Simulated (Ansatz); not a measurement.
## Sn: frozen-core PAW against all-electron methods

```
Sn
1.0
    -1.60129    1.60129    2.93496
     1.60129   -1.60129    2.93496
     1.60129    1.60129   -2.93496
Sn
1
Direct
  0.00000 0.00000 0.00000
```

The geometry is COD entry 1540069, unchecked; take it as a test cell. The listed cell was then made from it by scaling, straining or moving an atom.

No spin–orbit coupling, which matters for the heavy atoms here.

Levels of theory: DFT, PBEsol, PAW with Ansatz's default frozen-core files, scalar-relativistic (Ansatz 0.2.0); DFT, PBEsol, all-electron PAW with datasets made for the crystal, scalar-relativistic (Ansatz 0.2.0); DFT, PBEsol, all-electron LAPW, scalar-relativistic (Ansatz 0.2.0).

For PAW: a Γ-centred 15×15×18 k mesh, Fermi–Dirac smearing of 0.08 eV, cutoff 420 eV, no spin polarisation; the PAW files were made with PBE, and the program remakes their frozen cores for this functional; this mesh doesn't keep the crystal's whole symmetry, which leaves small spurious terms. The crystal-made all-electron datasets (AE datasets) take a cutoff of 240 eV at this cell. LAPW targets a basis error of 0.25 meV/atom. The Ansatz runs share mesh, smearing and spin set-up. Plane-wave (PAW) pressures include the program's estimate of the Pulay term.

Stress and pressure are positive in compression.

The change that made this cell: volume scaled by 1.02.

Spin–orbit coupling is left out, which moves gradients at and beside heavy atoms by some per cent and at worst by a factor of two.

In a metal, gradients converge slowly with the k mesh: the values move by tens of per cent from one mesh to another, at times in sign, so only the comparison on one mesh counts.

```csv
quantity,PAW,AE datasets,LAPW
pressure (GPa),-4.73,-4.72,-4.72
stress xx (GPa),-4.05,-4.04,-4.04
stress zz (GPa),-6.09,-6.08,-6.08
field gradient Vzz at Sn (10²¹ V/m²),8.34,8.52,–
```

PAW's pressure differs from the LAPW value by about 0.01 GPa or less.
